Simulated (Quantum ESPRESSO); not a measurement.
# In4W4: one run as intended and one with a planted mistake

Simulated, not a measurement. The program is pw.x of Quantum ESPRESSO 7.5 (plane-wave density functional theory). The cell is made up: eight metal atoms on a face-centred cubic lattice, with elements, volume, strain and displacements drawn at random and not relaxed, so it may be unstable or far from any real phase. PseudoDojo standard norm-conserving files set the functional (PBE unless stated); there is no spin polarisation or spin-orbit coupling, the Fermi-Dirac width of 0.25 eV means electrons at about 2900 K, and the masses in the input are unused placeholders. Heavy elements are run without spin-orbit coupling, which real alloys of them have. A spin test at this wide smearing found no moment, but such smearing suppresses magnetism that the real alloy may have.

Intended input:

```
&control calculation='scf', pseudo_dir='./dojo.nc.sr.pbe.v0_5.standard.upf', outdir='./o', disk_io='minimal', tprnfor=.true., tstress=.true. /
&system ibrav=0, nat=8, ntyp=2, nbnd=68, ecutwfc=77.98206166, nosym=.true., tot_charge=0,
 occupations='smearing', smearing='fd', degauss=0.0183746611
/
&electrons conv_thr=1.470e-08, electron_maxstep=70, mixing_beta=0.5 /
ATOMIC_SPECIES
In 1.0 In.upf
W 1.0 W.upf
CELL_PARAMETERS angstrom
2.1447 4.2039 2.1024
0.028 4.1506 -4.1263
-4.0764 4.1058 -0.0168
ATOMIC_POSITIONS angstrom
In -0.0956 0.0387 0.0005
In -2.0663 2.1053 -0.0377
W 0.0826 2.1802 -2.0646
In -2.1379 4.1955 -2.1377
W 0.0609 4.1652 0.004
W -1.9032 6.2376 -0.0152
W 0.1117 6.1178 -2.0623
In -1.9781 8.2093 -2.0964
K_POINTS automatic
5 5 5 1 1 1
```

The log is shortened where brackets say so; the opening notice, blank lines, dates and the lines on written files are dropped, and the path of the files is cut. It prints rydbergs, bohrs and kilobars, and counts compression as positive stress. Its total energy is the free energy E - TS of the whole cell.

Log of the intended run:

```
     Program PWSCF v.7.5
     Parallel version (MPI & OpenMP), running on       4 processor cores
     Number of MPI processes:                 4
     Threads/MPI process:                     1
     [start-up lines left out]
     bravais-lattice index     =            0
     lattice parameter (alat)  =       9.7632  a.u.
     unit-cell volume          =     963.0695 (a.u.)^3
     number of atoms/cell      =            8
     number of atomic types    =            2
     number of electrons       =       108.00
     number of Kohn-Sham states=           68
     kinetic-energy cutoff     =      77.9821  Ry
     charge density cutoff     =     311.9282  Ry
     scf convergence threshold =      1.5E-08
     mixing beta               =       0.5000
     number of iterations used =            8  plain     mixing
     Exchange-correlation= PBE
                           (   1   4   3   4   0   0   0)
     [axes and pseudopotential details left out]
   Cartesian axes
     site n.     atom                  positions (alat units)
         1        In     tau(   1) = (  -0.0185039   0.0074906   0.0000968  )
         2        In     tau(   2) = (  -0.3999429   0.4074915  -0.0072970  )
         3        W      tau(   3) = (   0.0159876   0.4219888  -0.3996138  )
         4        In     tau(   4) = (  -0.4138014   0.8120603  -0.4137627  )
         5        W      tau(   5) = (   0.0117875   0.8061956   0.0007742  )
         6        W      tau(   6) = (  -0.3683740   1.2073192  -0.0029420  )
         7        W      tau(   7) = (   0.0216201   1.1841313  -0.3991686  )
         8        In     tau(   8) = (  -0.3828713   1.5889517  -0.4057689  )
     number of k points=    63  Fermi-Dirac smearing, width (Ry)=  0.0184
                       cart. coord. in units 2pi/alat
        k(    1) = (  -0.0018032   0.1240418  -0.0004487), wk =   0.0320000
        k(    2) = (  -0.1905813   0.1885435   0.0631519), wk =   0.0320000
     [further k points left out]
     Dense  grid:    89563 G-vectors     FFT dimensions: (  60,  64,  64)
     Estimated max dynamical RAM per process >     342.93 MB
     Estimated total dynamical RAM >       1.28 GB
     Initial potential from superposition of free atoms
     starting charge     107.9824, renormalised to     108.0000
     Starting wfcs are   76 randomized atomic wfcs
     total cpu time spent up to now is        7.4 secs
     per-process dynamical memory:   285.4 Mb
     Self-consistent Calculation
     iteration #  1     ecut=    77.98 Ry     beta= 0.50
     Davidson diagonalization with overlap
     ethr =  1.00E-02,  avg # of iterations =  3.0
     Threshold (ethr) on eigenvalues was too large:
     Diagonalizing with lowered threshold
     Davidson diagonalization with overlap
     ethr =  2.80E-04,  avg # of iterations =  6.1
     total cpu time spent up to now is       42.5 secs
     total energy              =   -1137.94667301 Ry
     estimated scf accuracy    <       0.32465502 Ry
     iteration #  2     ecut=    77.98 Ry     beta= 0.50
     Davidson diagonalization with overlap
     ethr =  3.01E-04,  avg # of iterations =  3.6
     total cpu time spent up to now is       62.0 secs
     total energy              =   -1137.98180689 Ry
     estimated scf accuracy    <       0.19252262 Ry
     [iterations 3 to 10 left out]
     iteration # 11     ecut=    77.98 Ry     beta= 0.50
     Davidson diagonalization with overlap
     ethr =  1.44E-09,  avg # of iterations =  2.0
     total cpu time spent up to now is      212.7 secs
     total energy              =   -1138.02949158 Ry
     estimated scf accuracy    <       0.00000004 Ry
     iteration # 12     ecut=    77.98 Ry     beta= 0.50
     Davidson diagonalization with overlap
     ethr =  3.46E-11,  avg # of iterations =  4.4
     total cpu time spent up to now is      232.9 secs
     End of self-consistent calculation
     [lines on levels left out]
!    total energy              =   -1138.02949159 Ry
     estimated scf accuracy    <       0.00000001 Ry
     smearing contrib. (-TS)   =      -0.08451183 Ry
     internal energy E=F+TS    =   -1137.94497975 Ry
     The total energy is F=E-TS. E is the sum of the following terms:
     one-electron contribution =    -150.02290518 Ry
     hartree contribution      =     157.82812897 Ry
     xc contribution           =    -293.28584196 Ry
     ewald contribution        =    -852.46436158 Ry
     convergence has been achieved in  12 iterations
     Forces acting on atoms (cartesian axes, Ry/au):
     atom    1 type  1   force =    -0.00278407   -0.01467618   -0.03635188
     atom    2 type  1   force =     0.01724907   -0.00067991   -0.03009694
     atom    3 type  2   force =    -0.06231284   -0.01179981    0.03206217
     atom    4 type  1   force =     0.03778621   -0.01842332    0.03677392
     atom    5 type  2   force =     0.01724831   -0.00033193   -0.03882301
     atom    6 type  2   force =    -0.03263336   -0.03308299   -0.00427378
     atom    7 type  2   force =     0.00786074    0.04325803    0.03241819
     atom    8 type  1   force =     0.01758593    0.03573610    0.00829135
     Total force =     0.139784     Total SCF correction =     0.000594
     Computing stress (Cartesian axis) and pressure
          total   stress  (Ry/bohr**3)                   (kbar)     P=       77.30
   0.00060303  -0.00004956  -0.00004531           88.71       -7.29       -6.66
  -0.00004956   0.00046774   0.00002627           -7.29       68.81        3.86
  -0.00004531   0.00002627   0.00050564           -6.66        3.86       74.38
     init_run     :      6.96s CPU      7.23s WALL (       1 calls)
     electrons    :    220.70s CPU    225.52s WALL (       1 calls)
     forces       :      2.91s CPU      2.94s WALL (       1 calls)
     stress       :     10.21s CPU     10.43s WALL (       1 calls)
     [timing details left out]
     PWSCF        :   4m 0.95s CPU   4m 6.35s WALL
     JOB DONE.
```

A second run has one planted mistake: the files are those of another functional. The input lines that differ:

```
- &control calculation='scf', pseudo_dir='./dojo.nc.sr.pbe.v0_5.standard.upf', outdir='./o', disk_io='minimal', tprnfor=.true., tstress=.true. /
+ &control calculation='scf', pseudo_dir='./dojo.nc.sr.lda.v0_4_1.standard.upf', outdir='./o', disk_io='minimal', tprnfor=.true., tstress=.true. /
```

Its log:

```
     Program PWSCF v.7.5
     Parallel version (MPI & OpenMP), running on       4 processor cores
     Number of MPI processes:                 4
     Threads/MPI process:                     1
     [start-up lines left out]
     bravais-lattice index     =            0
     lattice parameter (alat)  =       9.7632  a.u.
     unit-cell volume          =     963.0695 (a.u.)^3
     number of atoms/cell      =            8
     number of atomic types    =            2
     number of electrons       =       108.00
     number of Kohn-Sham states=           68
     kinetic-energy cutoff     =      77.9821  Ry
     charge density cutoff     =     311.9282  Ry
     scf convergence threshold =      1.5E-08
     mixing beta               =       0.5000
     number of iterations used =            8  plain     mixing
     Exchange-correlation= SLA  PW   NOGX NOGC
                           (   1   4   0   0   0   0   0)
     [axes and pseudopotential details left out]
   Cartesian axes
     site n.     atom                  positions (alat units)
         1        In     tau(   1) = (  -0.0185039   0.0074906   0.0000968  )
         2        In     tau(   2) = (  -0.3999429   0.4074915  -0.0072970  )
         3        W      tau(   3) = (   0.0159876   0.4219888  -0.3996138  )
         4        In     tau(   4) = (  -0.4138014   0.8120603  -0.4137627  )
         5        W      tau(   5) = (   0.0117875   0.8061956   0.0007742  )
         6        W      tau(   6) = (  -0.3683740   1.2073192  -0.0029420  )
         7        W      tau(   7) = (   0.0216201   1.1841313  -0.3991686  )
         8        In     tau(   8) = (  -0.3828713   1.5889517  -0.4057689  )
     number of k points=    63  Fermi-Dirac smearing, width (Ry)=  0.0184
                       cart. coord. in units 2pi/alat
        k(    1) = (  -0.0018032   0.1240418  -0.0004487), wk =   0.0320000
        k(    2) = (  -0.1905813   0.1885435   0.0631519), wk =   0.0320000
     [further k points left out]
     Dense  grid:    89563 G-vectors     FFT dimensions: (  60,  64,  64)
     Estimated max dynamical RAM per process >     342.93 MB
     Estimated total dynamical RAM >       1.28 GB
     Initial potential from superposition of free atoms
     starting charge     107.9867, renormalised to     108.0000
     Starting wfcs are   76 randomized atomic wfcs
     total cpu time spent up to now is        7.2 secs
     per-process dynamical memory:   277.0 Mb
     Self-consistent Calculation
     iteration #  1     ecut=    77.98 Ry     beta= 0.50
     Davidson diagonalization with overlap
     ethr =  1.00E-02,  avg # of iterations =  3.0
     Threshold (ethr) on eigenvalues was too large:
     Diagonalizing with lowered threshold
     Davidson diagonalization with overlap
     ethr =  2.77E-04,  avg # of iterations =  5.2
     total cpu time spent up to now is       41.3 secs
     total energy              =   -1136.94684238 Ry
     estimated scf accuracy    <       0.32295501 Ry
     iteration #  2     ecut=    77.98 Ry     beta= 0.50
     Davidson diagonalization with overlap
     ethr =  2.99E-04,  avg # of iterations =  3.3
     total cpu time spent up to now is       59.8 secs
     total energy              =   -1136.97662485 Ry
     estimated scf accuracy    <       0.20332743 Ry
     [iterations 3 to 10 left out]
     iteration # 11     ecut=    77.98 Ry     beta= 0.50
     Davidson diagonalization with overlap
     ethr =  7.54E-10,  avg # of iterations =  2.0
     total cpu time spent up to now is      198.1 secs
     total energy              =   -1137.02786622 Ry
     estimated scf accuracy    <       0.00000003 Ry
     iteration # 12     ecut=    77.98 Ry     beta= 0.50
     Davidson diagonalization with overlap
     ethr =  2.87E-11,  avg # of iterations =  3.5
     total cpu time spent up to now is      216.0 secs
     End of self-consistent calculation
     [lines on levels left out]
!    total energy              =   -1137.02786622 Ry
     estimated scf accuracy    <          6.6E-09 Ry
     smearing contrib. (-TS)   =      -0.08603816 Ry
     internal energy E=F+TS    =   -1136.94182806 Ry
     The total energy is F=E-TS. E is the sum of the following terms:
     one-electron contribution =    -152.16006436 Ry
     hartree contribution      =     157.51256518 Ry
     xc contribution           =    -289.82996730 Ry
     ewald contribution        =    -852.46436158 Ry
     convergence has been achieved in  12 iterations
     Forces acting on atoms (cartesian axes, Ry/au):
     atom    1 type  1   force =    -0.00560291   -0.01408978   -0.03406127
     atom    2 type  1   force =     0.01690548   -0.00044991   -0.02851317
     atom    3 type  2   force =    -0.05573316   -0.00832606    0.03246098
     atom    4 type  1   force =     0.03532513   -0.01563135    0.03550814
     atom    5 type  2   force =     0.01653218    0.00022834   -0.04091121
     atom    6 type  2   force =    -0.02921148   -0.03056925   -0.00619823
     atom    7 type  2   force =     0.00787678    0.03745757    0.03317244
     atom    8 type  1   force =     0.01390798    0.03138044    0.00854231
     Total force =     0.130619     Total SCF correction =     0.000449
     Computing stress (Cartesian axis) and pressure
          total   stress  (Ry/bohr**3)                   (kbar)     P=      -36.83
  -0.00017230  -0.00002663  -0.00002874          -25.35       -3.92       -4.23
  -0.00002663  -0.00030847   0.00003069           -3.92      -45.38        4.51
  -0.00002874   0.00003069  -0.00027043           -4.23        4.51      -39.78
     init_run     :      6.90s CPU      7.17s WALL (       1 calls)
     electrons    :    206.34s CPU    208.80s WALL (       1 calls)
     forces       :      2.82s CPU      2.84s WALL (       1 calls)
     stress       :     10.11s CPU     10.34s WALL (       1 calls)
     [timing details left out]
     PWSCF        :   3m46.25s CPU   3m49.24s WALL
     JOB DONE.
```

```
                                            intended run  run with the mistake
                          free energy (eV)    -15483.680            -15470.052
         entropy term -TS, part of it (eV)        -1.150                -1.171
                            pressure (GPa)          7.73                 -3.68
size of the largest force component (eV/Å)         1.602                 1.433
largest change of a force component (eV/Å)                               0.169
                                iterations            12                    12
```

For scale, a rerun of the intended cell at a higher cutoff and on a denser mesh moved values by no more than 0.003 eV in energy, 0.07 GPa in stress and 0.007 eV/Å in force, and a second program with other atomic files agreed on that cell to 2 % rms in force and 0.5 GPa in pressure. Files of another functional or element have another zero of energy, so the energy change says nothing on stability.